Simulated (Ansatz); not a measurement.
# Settings and field gradients in AlN with an N vacancy

Cell: a supercell of AlN (wurtzite type, P6_3mc) built from a structure deposited in the COD (the entry's cell lengths or inner coordinates differ somewhat from later room-temperature determinations), with all atoms left at the host's positions.

```yaml
crystal:
  lattice:
    - [9.33900, 0.00000, 0.00000]
    - [-3.11300, 5.39187, 0.00000]
    - [0.00000, 0.00000, 9.96200]
  atoms:
    - { symbol: Al, position: [0.11111, 0.33333, 0.00000] }
    - { symbol: Al, position: [0.11111, 0.33333, 0.50000] }
    - { symbol: Al, position: [0.11111, 0.83333, 0.00000] }
    - { symbol: Al, position: [0.11111, 0.83333, 0.50000] }
    - { symbol: Al, position: [0.44444, 0.33333, 0.00000] }
    - { symbol: Al, position: [0.44444, 0.33333, 0.50000] }
    - { symbol: Al, position: [0.44444, 0.83333, 0.00000] }
    - { symbol: Al, position: [0.44444, 0.83333, 0.50000] }
    - { symbol: Al, position: [0.77778, 0.33333, 0.00000] }
    - { symbol: Al, position: [0.77778, 0.33333, 0.50000] }
    - { symbol: Al, position: [0.77778, 0.83333, 0.00000] }
    - { symbol: Al, position: [0.77778, 0.83333, 0.50000] }
    - { symbol: Al, position: [0.22222, 0.16667, 0.25000] }
    - { symbol: Al, position: [0.22222, 0.16667, 0.75000] }
    - { symbol: Al, position: [0.22222, 0.66667, 0.25000] }
    - { symbol: Al, position: [0.22222, 0.66667, 0.75000] }
    - { symbol: Al, position: [0.55556, 0.16667, 0.25000] }
    - { symbol: Al, position: [0.55556, 0.16667, 0.75000] }
    - { symbol: Al, position: [0.55556, 0.66667, 0.25000] }
    - { symbol: Al, position: [0.55556, 0.66667, 0.75000] }
    - { symbol: Al, position: [0.88889, 0.16667, 0.25000] }
    - { symbol: Al, position: [0.88889, 0.16667, 0.75000] }
    - { symbol: Al, position: [0.88889, 0.66667, 0.25000] }
    - { symbol: Al, position: [0.88889, 0.66667, 0.75000] }
    - { symbol: N, position: [0.11111, 0.33333, 0.69000] }
    - { symbol: N, position: [0.11111, 0.83333, 0.19000] }
    - { symbol: N, position: [0.11111, 0.83333, 0.69000] }
    - { symbol: N, position: [0.44444, 0.33333, 0.19000] }
    - { symbol: N, position: [0.44444, 0.33333, 0.69000] }
    - { symbol: N, position: [0.44444, 0.83333, 0.19000] }
    - { symbol: N, position: [0.44444, 0.83333, 0.69000] }
    - { symbol: N, position: [0.77778, 0.33333, 0.19000] }
    - { symbol: N, position: [0.77778, 0.33333, 0.69000] }
    - { symbol: N, position: [0.77778, 0.83333, 0.19000] }
    - { symbol: N, position: [0.77778, 0.83333, 0.69000] }
    - { symbol: N, position: [0.22222, 0.16667, 0.44000] }
    - { symbol: N, position: [0.22222, 0.16667, 0.94000] }
    - { symbol: N, position: [0.22222, 0.66667, 0.44000] }
    - { symbol: N, position: [0.22222, 0.66667, 0.94000] }
    - { symbol: N, position: [0.55556, 0.16667, 0.44000] }
    - { symbol: N, position: [0.55556, 0.16667, 0.94000] }
    - { symbol: N, position: [0.55556, 0.66667, 0.44000] }
    - { symbol: N, position: [0.55556, 0.66667, 0.94000] }
    - { symbol: N, position: [0.88889, 0.16667, 0.44000] }
    - { symbol: N, position: [0.88889, 0.16667, 0.94000] }
    - { symbol: N, position: [0.88889, 0.66667, 0.44000] }
    - { symbol: N, position: [0.88889, 0.66667, 0.94000] }
```

Atoms are numbered from 1 in the order listed; like atoms form one site, named after its first atom.

Reference run. Computed with Ansatz: DFT, PBE, plane waves and PAW, scalar-relativistic, collinear spin, 420 eV cutoff, Γ-centred 3×4×2 k-points, Fermi–Dirac smearing 0.01 eV, cell charge +2. Start moments as typed (μB): 0.5 0 0 0 0 0 0 0 0 0 0 0 0.5 0 0.5 0 0 0 0 0 0.5 0 0 0 0 0 0 0 0 0 0 0 0 0 0 0 0 0 0 0 0 0 0 0 0 0 0 by atom.

It gives V_zz (10²¹ V/m²) Al1 5.00 (η 0.00), N26 2.42 (η 0.02), among others. Each of these runs changes the input as listed (caps on SCF iterations aside):

A. crystal.symmetry: not typed → {detect: false}; kpoints.mp_grid.grid: [3, 4, 2] → [2, 3, 1]
B. kpoints.mp_grid.shift: not typed → [0.5, 0.5, 0.5]

Task: Which of these changes matter for the gradients?

Result: 

| run | Al1 V_zz (η) | N26 V_zz (η) | largest change of a gradient tensor, all atoms | note |
| --- | --- | --- | --- | --- |
| A | 4.91 (0.00) | 2.31 (0.02) | 0.17 | converged; mesh coarser than the reference's; absolute moment 0.6 → 0.9 μB |
| B | 5.09 (0.00) | 2.52 (0.03) | 0.31 | converged; absolute moment 0.6 → 1.0 μB |

Run B moves them most, on N27 (V_zz from 0.096 to -0.32); against its own size the tensor moves most on N35 among sites above 0.3 (by 0.28, V_zz from 0.32 to -0.34).

On the reference run: The defect repeats with the cell of 47 atoms, so it feels its images: sites between two images don't show the values beside a lone defect, and zeros or small values of η there can come from the images' arrangement. Al and N carry a gradient in the pure host already, so the values there aren't the defect's effect alone. A uniform background compensates the cell's charge. The defect cell has no gap above 0.1 eV on its mesh, so the values can hang on the smearing and the k-mesh. The cell keeps the host's lattice, where the PBE pressure is 7 GPa (in a charged cell this depends on the convention for the mean potential). The neighbours have not yet relaxed around the defect (largest force 1.6 eV/Å), so a real crystal will differ.
